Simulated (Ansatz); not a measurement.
## Cu started on a Cs site and a Cs vacancy, 6.36 Å apart at the start in cubic perovskite CsCaF3, 39 atoms, charge −1

Method: DFT, HSE06, PAW, plane waves in Ansatz 0.2.0.

The input as it was run:

```yaml
crystal:
  lattice:
    - [8.988828, 0.000000, 0.000000]
    - [0.000000, 8.988828, 0.000000]
    - [0.000000, 0.000000, 8.988828]
  atoms:
    - { symbol: Cs, position: [0.003852, 0.000050, 0.000176] }
    - { symbol: Cs, position: [0.999281, 0.499934, 0.000249] }
    - { symbol: Cs, position: [0.034697, 0.500032, 0.500522] }
    - { symbol: Cs, position: [0.492104, 0.999935, 0.000181] }
    - { symbol: Cs, position: [0.482379, 0.999930, 0.500318] }
    - { symbol: Cs, position: [0.488506, 0.499989, 0.000292] }
    - { symbol: Cu, position: [0.682864, 0.500006, 0.500088] }
    - { symbol: Ca, position: [0.246479, 0.249209, 0.252940] }
    - { symbol: Ca, position: [0.246511, 0.249200, 0.747701] }
    - { symbol: Ca, position: [0.246491, 0.750652, 0.252958] }
    - { symbol: Ca, position: [0.246653, 0.750688, 0.747730] }
    - { symbol: Ca, position: [0.745642, 0.247391, 0.247137] }
    - { symbol: Ca, position: [0.745714, 0.247478, 0.753264] }
    - { symbol: Ca, position: [0.745611, 0.752715, 0.247150] }
    - { symbol: Ca, position: [0.745721, 0.752723, 0.753348] }
    - { symbol: F, position: [0.240648, 0.249035, 0.000317] }
    - { symbol: F, position: [0.252691, 0.251356, 0.500334] }
    - { symbol: F, position: [0.240606, 0.750913, 0.000341] }
    - { symbol: F, position: [0.252928, 0.748495, 0.500350] }
    - { symbol: F, position: [0.752660, 0.240018, 0.000232] }
    - { symbol: F, position: [0.708260, 0.292921, 0.500161] }
    - { symbol: F, position: [0.752917, 0.760056, 0.000266] }
    - { symbol: F, position: [0.708635, 0.707068, 0.500240] }
    - { symbol: F, position: [0.994036, 0.259752, 0.249241] }
    - { symbol: F, position: [0.994068, 0.259687, 0.751445] }
    - { symbol: F, position: [0.993926, 0.740245, 0.249357] }
    - { symbol: F, position: [0.994140, 0.740474, 0.751280] }
    - { symbol: F, position: [0.496907, 0.242217, 0.235142] }
    - { symbol: F, position: [0.496940, 0.242305, 0.765221] }
    - { symbol: F, position: [0.496896, 0.757631, 0.235029] }
    - { symbol: F, position: [0.497042, 0.757765, 0.765585] }
    - { symbol: F, position: [0.252821, 0.999943, 0.239844] }
    - { symbol: F, position: [0.252866, 0.999960, 0.761001] }
    - { symbol: F, position: [0.240040, 0.499904, 0.239054] }
    - { symbol: F, position: [0.240153, 0.499925, 0.761660] }
    - { symbol: F, position: [0.738460, 0.000054, 0.261077] }
    - { symbol: F, position: [0.738535, 0.000091, 0.739334] }
    - { symbol: F, position: [0.746275, 0.500053, 0.235541] }
    - { symbol: F, position: [0.746605, 0.500129, 0.765054] }
  symmetry: { detect: false }
kpoints:
  mp_grid: { grid: [1, 1, 1], shift: [0.25, 0.25, 0.25] }
hamiltonian:
  xc: hse06
total_charge: -1
scf:
  occupations: { method: fermi_dirac, width: 0.01 }
output:
  forces: true
  eigenvalues: true
  populations: true
  charged_corrections: { epsilon: 8 }
  eigenstates: { kpoints: [[0.25, 0.25, 0.25]], e_range: [-6.0, 6.0], localisation: true }
```

Started with:

```sh
ansatz run in.yaml --threads 8 --pin off --max-ram 13300MiB --runs-dir r --events-out ev --progress --plain
```

The program printed, less machine lines and repeats, with […] for rows cut from tables:

```
Pseudopotentials: kind: paw
Functional definition: HSE06
  parameter a = 0.25
  parameter omega = 0.11/bohr
  exchange = pbe_x - a*pbe_x_sr(omega) + a*exact_x_sr(omega)
  correlation = pbe_c
Crystal: 39 atoms, lattice volume = 726.289 Å³
Basis set: ecut = 420 eV, 14147 PW (Γ), exchange–correlation on 128×128×128 points (8 copies of the dense FFT grid, shifted against one another)
Bands: 200, of which v1, the nominal top of the filled ones, is band 161 counted from 1 (160 counted from 0)
Symmetry: 1 space group operations
k-points: 1
Non-local potential: Cs, projectors of the file, l = 0: 3, l = 1: 2, l = 2: 2, l = 3: 2
Non-local potential: Cu, projectors of the file, l = 0: 3, l = 1: 2, l = 2: 3, l = 3: 1
Non-local potential: Ca, projectors of the file, l = 0: 3, l = 1: 2, l = 2: 2
Non-local potential: F, projectors of the file, l = 0: 2, l = 1: 2, l = 2: 1
PAW form: soft (Blöchl's): semilocal exchange-correlation on the pseudo side does not see the compensation charge
PAW frozen core: Cs, regenerated for the run's functional, and the local potential with it (the file was generated under x = pbe(κ = 0.804, μ = 0.2195149727645171), c = pbe(β = 0.06672455060314922))
PAW frozen core: Cu, regenerated for the run's functional, and the local potential with it (the file was generated under x = pbe(κ = 0.804, μ = 0.2195149727645171), c = pbe(β = 0.06672455060314922))
PAW frozen core: Ca, regenerated for the run's functional, and the local potential with it (the file was generated under x = pbe(κ = 0.804, μ = 0.2195149727645171), c = pbe(β = 0.06672455060314922))
PAW frozen core: F, regenerated for the run's functional, and the local potential with it (the file was generated under x = pbe(κ = 0.804, μ = 0.2195149727645171), c = pbe(β = 0.06672455060314922))
PAW one-centre angular grid: Cs, 194 points (default); XC on 96 Gauss nodes
PAW one-centre angular grid: Cu, 590 points (default); XC on 64 Gauss nodes
PAW one-centre angular grid: Ca, 110 points (default); XC on 64 Gauss nodes
PAW one-centre angular grid: F, 110 points (default); XC on 64 Gauss nodes
Initial density: superposition of atomic densities (neutral atoms scaled as one to the charged cell's electrons: chi_scale 0, normalization atom), corrected by the library's trained network
Initial wavefunctions: pseudopotential atomic-orbital guess
Functional: x = pbe(κ = 0.804, μ = 0.2195149727645171), c = pbe(β = 0.06672455060314922), warm-up for x = pbe(κ = 0.804, μ = 0.2195149727645171) + 0.25 (exact − pbe) at short range (hse, ω = 0.20786987370883472 Å⁻¹), c = pbe(β = 0.06672455060314922); HSE06 as pw.x's `hse` composes it (authors' and Libxc's form: `xc: wpbeh`)
SCF iter   1: F=—  HF=-74644.370222 eV  |F-HF|=—  |Δ(HF+E_count)|=         —  Δρ=1.22e-2  dr2=6.94e-1  ethr=1.77e-3  ⟨swp⟩=16.0  Hψ=1200  notcnv=0
preconditioner: auto → none  [insulator: Δε(μ)=3.010 eV  Ē_g=16.372 eV  σ=0.010 eV  W_gap=1.00  n_scr=170 (ndim 8)  ℏωp=23.8 eV  f_vac=0.119  D(μ)=0.00/eV (n_scr^D=0)]
SCF iter   2: F=—  HF=-74644.400641 eV  |F-HF|=—  |Δ(HF+E_count)|=   3.04e-2  Δρ=1.28e-2  dr2=7.55e-1  ethr=2.16e-4  ⟨swp⟩=9.0  Hψ=621  notcnv=0
iter 3 solved again at ethr=6.44e-6 eV; its pass at ethr=2.16e-4 eV (dr2=2.07e-2 eV) is discarded
SCF iter   3: F=—  HF=-74644.210659 eV  |F-HF|=—  |Δ(HF+E_count)|=   1.90e-1  Δρ=1.92e-3  dr2=1.85e-2  ethr=6.44e-6  ⟨swp⟩=8.0  Hψ=1031  notcnv=0  defer=2
eigensolver tolerance schedule: the retry pair's looser diagonalisation over-reported the residual by 0.12 of it (diagonalisation noise at 0.12 of the residual, at the tolerance the schedule requests for it); recorded, not acted on — ethr = c·dr2/N_el stays at c = 1.0e-1
SCF iter   4: F=—  HF=-74644.207344 eV  |F-HF|=—  |Δ(HF+E_count)|=   3.32e-3  Δρ=7.03e-4  dr2=2.97e-3  ethr=5.76e-6  ⟨swp⟩=9.0  Hψ=565  notcnv=0  defer=1
SCF iter   5: F=-74644.208035 eV  HF=-74644.207725 eV  |F-HF|=3.10e-4  |Δ(HF+E_count)|=   3.81e-4  Δρ=2.89e-4  dr2=3.13e-4  ethr=9.23e-7  ⟨swp⟩=8.0  Hψ=561  notcnv=0  defer=3
SCF 1 stopped early in 5 iterations: F = -74644.208035 eV  dr2 = 3.13e-4
  greatest PAW one-centre occupation: 1.000 electrons in one spin orbital (limit 2), on the Cu atom at site 6 (counted from 0), in its partial waves of l = 0
Initial density: handed on by an earlier stage of this run
Initial wavefunctions: those handed on with the density
Functional: x = pbe(κ = 0.804, μ = 0.2195149727645171) + 0.25 (exact − pbe) at short range (hse, ω = 0.20786987370883472 Å⁻¹), c = pbe(β = 0.06672455060314922); HSE06 as pw.x's `hse` composes it (authors' and Libxc's form: `xc: wpbeh`)
Exchange kernel: α = 0.2500, screened, ω = 0.2079 Å⁻¹, Wigner–Seitz truncation, v(0) = 849.2312 eV·Å³, q-mesh 1×1×1, nearest image of the exchange supercell L = 8.99 Å, pair-density grid 45×45×45, without the augmentation charges, whose exchange is taken in its separable form (sized by the pseudopotential files, 64×64×64 at the most)
Frozen-core exchange: fock
SCF iter   1: F=—  HF=-74676.213821 eV  |F-HF|=—  |Δ(HF+E_count)|=         —  Δρ=1.21e-2  dr2=1.02e0  ethr=9.71e-7  ⟨swp⟩=15.0  Hψ=1280  notcnv=0
preconditioner: auto → none  [insulator: Δε(μ)=5.847 eV  Ē_g=19.241 eV  σ=0.010 eV  W_gap=1.00  n_scr=170 (ndim 8)  ℏωp=23.8 eV  f_vac=0.114  D(μ)=0.00/eV (n_scr^D=0)]
SCF iter   2: F=—  HF=-74676.036784 eV  |F-HF|=—  |Δ(HF+E_count)|=   1.77e-1  Δρ=9.74e-3  dr2=4.24e-1  ethr=9.71e-7  ⟨swp⟩=10.0  Hψ=1012  notcnv=0  defer=2
SCF iter   3: F=—  HF=-74675.934247 eV  |F-HF|=—  |Δ(HF+E_count)|=   1.03e-1  Δρ=4.10e-3  dr2=7.56e-2  ethr=9.71e-7  ⟨swp⟩=6.0  Hψ=752  notcnv=0
SCF iter   4: F=—  HF=-74676.042323 eV  |F-HF|=—  |Δ(HF+E_count)|=   1.08e-1  Δρ=2.45e-3  dr2=3.80e-2  ethr=9.71e-7  ⟨swp⟩=6.0  Hψ=792  notcnv=0
SCF iter   5: F=—  HF=-74676.032364 eV  |F-HF|=—  |Δ(HF+E_count)|=   9.96e-3  Δρ=5.79e-4  dr2=2.76e-3  ethr=9.71e-7  ⟨swp⟩=5.0  Hψ=657  notcnv=0
SCF iter   6: F=—  HF=-74676.034364 eV  |F-HF|=—  |Δ(HF+E_count)|=   2.00e-3  Δρ=4.39e-4  dr2=1.01e-3  ethr=7.70e-7  ⟨swp⟩=9.0  Hψ=587  notcnv=0
SCF iter   7: F=-74676.034024 eV  HF=-74676.034053 eV  |F-HF|=2.99e-5  |Δ(HF+E_count)|=   3.10e-4  Δρ=7.07e-5  dr2=2.60e-5  ethr=3.02e-7  ⟨swp⟩=4.0  Hψ=403  notcnv=0
SCF 2 stopped early in 7 iterations: F = -74676.034024 eV  dr2 = 2.60e-5
  Residual-converged pass: ⟨swp⟩=5.0  Hψ=667  notcnv=0  max |occ|·‖R‖ = 6.1e-6 eV (tolerance 6.7e-6 eV)  dr2=2.64e-5  dr2_onsite=3.68e-6  max |Δocc| = 0.0e0
  greatest PAW one-centre occupation: 1.001 electrons in one spin orbital (limit 2), on the Cu atom at site 6 (counted from 0), in its partial waves of l = 1
hybrid outer 1: dexx = +1.295e-1 eV, tail = 2.67e-4 eV
SCF iter   1: F=—  HF=-74676.033579 eV  |F-HF|=—  |Δ(HF+E_count)|=         —  Δρ=9.59e-5  dr2=3.82e-5  ethr=4.15e-7  ⟨swp⟩=11.0  Hψ=592  notcnv=0
preconditioner: auto → none  [insulator: Δε(μ)=5.332 eV  Ē_g=18.878 eV  σ=0.010 eV  W_gap=1.00  n_scr=170 (ndim 8)  ℏωp=23.6 eV  f_vac=0.122  D(μ)=0.00/eV (n_scr^D=0)]
SCF iter   2: F=—  HF=-74676.033574 eV  |F-HF|=—  |Δ(HF+E_count)|=   5.15e-6  Δρ=1.80e-5  dr2=1.19e-6  ethr=1.08e-8  ⟨swp⟩=4.0  Hψ=445  notcnv=0
SCF iter   3: F=—  HF=-74676.033576 eV  |F-HF|=—  |Δ(HF+E_count)|=   2.40e-6  Δρ=1.01e-5  dr2=3.20e-7  ethr=2.67e-10  ⟨swp⟩=8.0  Hψ=753  notcnv=0
SCF iter   4: F=—  HF=-74676.033576 eV  |F-HF|=—  |Δ(HF+E_count)|=   2.79e-8  Δρ=4.09e-6  dr2=5.51e-8  ethr=8.85e-11  ⟨swp⟩=3.0  Hψ=375  notcnv=0
SCF iter   5: F=-74676.033576 eV  HF=-74676.033576 eV  |F-HF|=2.12e-8  |Δ(HF+E_count)|=   8.02e-8  Δρ=2.61e-6  dr2=2.73e-8  ethr=1.64e-11 (applied; sched 1.23e-11)  ⟨swp⟩=10.0  Hψ=660  notcnv=0
SCF 3 converged in 5 iterations: F = -74676.033576 eV  dr2 = 2.73e-8
  Residual-converged pass: ⟨swp⟩=3.0  Hψ=362  notcnv=0  max |occ|·‖R‖ = 1.9e-6 eV (tolerance 2.0e-6 eV)  dr2=2.73e-8  dr2_onsite=4.55e-9  max |Δocc| = 0.0e0
hybrid outer 2: dexx = +3.010e-6 eV, tail = 1.36e-7 eV, Δε = 1.43e-2 eV (about 3.89e-4 eV left of the loop's levels), ΔF = 1.20e-2 eV/Å (tail 1.21e-3)
SCF iter   1: F=—  HF=-74676.033576 eV  |F-HF|=—  |Δ(HF+E_count)|=         —  Δρ=3.78e-6  dr2=5.39e-8  ethr=2.11e-10  ⟨swp⟩=14.0  Hψ=675  notcnv=0
preconditioner: auto → none  [insulator: Δε(μ)=5.336 eV  Ē_g=18.878 eV  σ=0.010 eV  W_gap=1.00  n_scr=170 (ndim 8)  ℏωp=23.6 eV  f_vac=0.122  D(μ)=0.00/eV (n_scr^D=0)]
SCF iter   2: F=-74676.033576 eV  HF=-74676.033576 eV  |F-HF|=7.57e-10  |Δ(HF+E_count)|=   1.36e-8  Δρ=6.30e-7  dr2=2.00e-9  ethr=1.36e-11  ⟨swp⟩=3.0  Hψ=450  notcnv=0
SCF 4 converged in 2 iterations: F = -74676.033576 eV  dr2 = 2.00e-9
  Residual-converged pass: ⟨swp⟩=3.0  Hψ=370  notcnv=0  max |occ|·‖R‖ = 1.9e-6 eV (tolerance 2.0e-6 eV)  dr2=2.03e-9  dr2_onsite=4.87e-10  max |Δocc| = 0.0e0
hybrid outer 3: dexx = +1.876e-9 eV, tail = 4.98e-9 eV, Δε = 1.06e-4 eV (about 3.23e-5 eV left of the loop's levels), ΔF = 2.60e-4 eV/Å (tail 2.22e-4)
NSCF: frozen V_eff on 1 k-points
hybrid SCF converged: 3 outer / 14 inner (+5 warm-up), last move |dexx| = 1.88e-9 eV, tail = 4.98e-9 eV
Stability not checked: this state was not tested for a lower state beside it, because the functional holds exact exchange (a hybrid, or Hartree-Fock), whose exchange loop this test does not read (fock_operator; see scf.lower_state_search)
Free energy (F): -74676.033576 eV
Harris-Foulkes:  -74676.033576 eV  (|F-HF|=7.57e-10)
Internal energy: -74676.033576 eV  (E = F + TS)
E sigma→0 (E₀):  -74676.033576 eV
Fermi energy:    6.312762 eV
--- Per-component energies (eV) ---
  E_band       = -3397.887651
  E_kinetic    = 8428.681236
  E_local      = -31341.854413  (includes V_loc(G=0)·N_el)
  E_nonlocal   = 2835.428633
  E_hartree    = 12442.511709
  E_xc         = -3346.596194
  E_vxc        = -3768.271694  (∫ρ·V_xc dr)
  E_exx        = -1081.427473  (= α·E_x^exact, valence–valence)
  E_paw        = -43563.173833  (= ΣΔE_a)
  E_vpaw       = -2274.091751  (= ΣTr[D̂ρ^β])
  E_aug_tail   = 0.049438  (compensation charges beyond the density's cutoff)
  E_ewald      = -19046.538070
  E_core_change = -3.114622  (= ΣΔE_core)
  E_smearing   = -0.000000  (= −TS)
  E_closure    = 0.000012  (closes the sum)
  E_deformation_potential = -13.265419  (in the stress; not in F)
  Σ components = -74676.033576   (vs F -74676.033576, Δ=0.00e0)
--- Forces (eV/Å), atoms counted from 1 ---
  atom   1  Cs    -0.02924632    -0.00065094     0.00167008
  atom   2  Cs    -0.01921661     0.00239198     0.00294247
  atom   3  Cs    -0.04058111     0.00371273    -0.00308247
  atom   4  Cs     0.01789400     0.00277605     0.00382382
  atom   5  Cs     0.05505067     0.00372779    -0.00303451
  atom   6  Cs     0.03165638    -0.00160144     0.00025478
  atom   7  Cu    -0.31128954     0.00222695     0.00081836
  atom   8  Ca     0.00771802    -0.01731097     0.01221801
  atom   9  Ca     0.00863769    -0.01793476    -0.01188428
  atom  10  Ca     0.00190288     0.01827419     0.00915083
  atom  11  Ca     0.00157213     0.01873098    -0.00938543
  atom  12  Ca    -0.00097609    -0.02711178     0.05961482
  atom  13  Ca    -0.00425250    -0.02718896    -0.05752753
  atom  14  Ca     0.00442219     0.02419081     0.06113223
  atom  15  Ca     0.00472388     0.02453836    -0.06023983
  atom  16  F     -0.00866188    -0.00014499    -0.00069830
  atom  17  F      0.01043122    -0.00233636    -0.00008052
  atom  18  F     -0.00906834    -0.00121315    -0.00055303
  atom  19  F      0.01229712     0.00084768     0.00013893
  atom  20  F     -0.00590145    -0.00769004    -0.00268364
  atom  21  F      0.10265751    -0.28585527     0.00323928
  atom  22  F     -0.00728378     0.00922614    -0.00139130
  atom  23  F      0.09669524     0.28265608     0.00208693
  atom  24  F     -0.00031781    -0.01949972     0.03084737
  atom  25  F     -0.00120003    -0.01765245    -0.03246460
  atom  26  F      0.00572815     0.01838206     0.03030584
  atom  27  F      0.00260459     0.01637548    -0.03073910
  atom  28  F     -0.00246633     0.02748936     0.02239008
  atom  29  F     -0.00174140     0.02750096    -0.02106254
  atom  30  F     -0.00384466    -0.02687254     0.02552162
  atom  31  F     -0.00373272    -0.02798869    -0.02574879
  atom  32  F     -0.03333815    -0.00169528     0.01521817
  atom  33  F     -0.03153704    -0.00116627    -0.01751728
  atom  34  F      0.03937030     0.00365098     0.02619381
  atom  35  F      0.04053389     0.00318791    -0.02732543
  atom  36  F      0.03338673    -0.00076815     0.01793627
  atom  37  F      0.03309745    -0.00025373    -0.01704836
  atom  38  F      0.00350373    -0.00185870     0.03006968
  atom  39  F      0.00079763    -0.00309157    -0.03301676
  max |Σ_I F_I| component: 8.97e-5 eV/Å
--- Charged-cell corrections in eV (Makov–Payne, q = -1.000 e, ε = 8.000) ---
  F (periodic)     = -74676.033576  (uncorrected; the corrections below are reported, never added to it)
  E_corr1          = +0.284075  (monopole, q²α_M/2εL)
  F Makov-Payne    = -74675.749501  (F + E_corr1; no measured alignment; for a localised charge, not one spread in a band: unchecked)
--- Band table (eV) ---
  k-point 0: bands = ["-111.6049", "-67.5730", "-67.5184", "-67.3705", "-37.5882", "-37.5842", "-37.5835", "-37.5797", "-37.2943", "-37.2904", "-37.2894", "-37.2852", "-21.9371", "-21.8566", "-20.8768", "-20.8583", "-20.8211", "-20.8075", "-20.6412", "-20.6227", "-20.6076", "-20.5957", "-20.5908", "-20.5832", "-20.5681", "-20.5621", "-20.5515", "-20.5474", "-20.3912", "-20.3424", "-20.3281", "-20. …
--- Löwdin populations: 39 sites ---
  site symbol       q [e]
     0     Cs      8.0930
     1     Cs      8.1093
     2     Cs      8.0789
     3     Cs      8.1072
     4     Cs      8.0856
     5     Cs      8.1001
     6     Cu     18.3074
     7     Ca      8.2359
     8     Ca      8.2365
     9     Ca      8.2357
    10     Ca      8.2357
    11     Ca      8.2306
    12     Ca      8.2300
    13     Ca      8.2307
    14     Ca      8.2314
    15      F      7.8060
    16      F      7.8114
    17      F      7.8056
    18      F      7.8106
    19      F      7.8026
    20      F      7.7252
    21      F      7.8028
    22      F      7.7263
    23      F      7.8072
    24      F      7.8079
    25      F      7.8079
    26      F      7.8072
    27      F      7.8073
    28      F      7.8067
    29      F      7.8067
    30      F      7.8071
    31      F      7.8069
    32      F      7.8077
    33      F      7.8081
    34      F      7.8076
    35      F      7.8075
    36      F      7.8068
    37      F      7.7927
    38      F      7.7932
  spilling = 0.006438 (of n_electrons = 322.000000)
```

Total energies depend on the potentials used, so only differences within one code and one set of settings carry meaning.

The atoms are those of an earlier PBEsol relaxation. One k point and one spin start were run, so the state needn't be the lowest, and an added charge can sit in a band of the host.

Time: 82 s of wall time on 8 threads of a Platinum 8488C processor, on a host shared with other runs; peak host memory 3.1 GiB.
